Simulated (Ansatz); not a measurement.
Mg2Cu:
```xyz
6
Lattice="-3.1951 3.1975 2.6115 3.1951 -3.1975 2.6115 3.1951 3.1975 -2.6115" Properties=species:S:1:pos:R:3 pbc="T T T"
Mg     1.0783     2.1178     2.6115
Mg     2.1168     1.0798     0.0000
Mg     1.0783     4.2773     0.0000
Mg     2.1168    -1.0798     2.6115
Cu     0.0000     0.0000     1.3058
Cu     0.0000     0.0000     3.9173
```

Relaxed with r²SCAN. Special points in fractions of this cell's reciprocal vectors: Γ (0.000, 0.000, 0.000); X (0.500, -0.500, 0.500); F0 (0.500, -0.500, 0.500); Σ0 (-0.500, 0.500, 0.500); Λ0 (0.417, 0.417, -0.417); G0 (0.583, -0.417, 0.417); R (0.000, 0.500, 0.000); W (0.250, 0.250, 0.250); S (0.500, 0.000, 0.000); T (0.000, 0.000, 0.500).

**Question.** List the band energies nearest the Fermi level at these points for the program Ansatz at the r²SCAN level (PAW).

**Answer.** In eV from the Fermi level; about four levels below and three above (degenerate sets whole), none deeper than 8.9 eV; points with the same levels are listed once.

```tsv
k	below	above
Γ	-0.80 -0.80 -0.06 -0.03	0.78 0.78 1.11
X	-2.66 -2.66 -2.15 -2.07 -0.94	4.24 4.24 4.56
Λ0	-2.62 -2.62 -2.59 -2.01	0.33 3.42 3.42
R	-1.57 -1.57 -0.95 -0.95	2.33 2.33 5.70 5.70
W	-3.18 -3.18 -2.77 -2.77	2.19 2.19 3.03 3.03
S	-1.56 -1.56 -0.94 -0.94	2.32 2.32 5.69 5.69
T	-2.66 -2.66 -0.96 -0.62	0.20 0.37 1.02
```

Space group I4/mcm. The workflow started from a Materials Project entry (that database holds measured and hypothetical structures alike); the Crystallography Open Database copy checked does not list it. COD files the formula under space group No. 70. Whether it is the stable phase at ambient conditions was not checked. Symmetry was held in the r²SCAN relaxation; its stability against distortions is not shown here. The run is not spin-polarised. Point labels and valley counts follow the cell and symmetry of the run, lower than the named group.

Potentials: the later of the program's two PAW sets.
